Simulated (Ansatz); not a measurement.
Values for one crystal, relaxed and computed with PBEsol (plane waves, PAW; program Ansatz); other levels are named.

- Volume per atom: 12.03 Å³
- Electronic character: metallic (no gap)
- Formation energy from the elements (no fitted shifts): -0.28 eV/atom
- Density of states at the Fermi level: 0.95 states/eV per atom (mean over ±0.08 eV)

### Question
Pick the material that matches.
A. Mg2Sn, C2/m (Mg on 4i, Mg on 4i, Sn on 4i)
B. Al3Ru2, I4/mmm (Al on 2a, Al on 4e, Ru on 4e)
C. GaPt, P2_13 (Ga on 4a, Pt on 4a)
D. AlCo, Cmcm (Al on 4c, Co on 4c)

### Answer
D, AlCo, Cmcm (Al on 4c, Co on 4c)

The start of the workflow was typed in or built on a structure type; neither database checked (COD, Materials Project) lists it. Whether it is the stable phase at ambient conditions was not checked. The cell was relaxed with PBEsol under the symmetry of its start; its stability against distortions is not shown here. Magnetic state: ferromagnetic, the only order run, not a proven ground state. The references are the lowest solids computed at this level, not always the standard phases.

Potentials: the later of the program's two PAW sets.
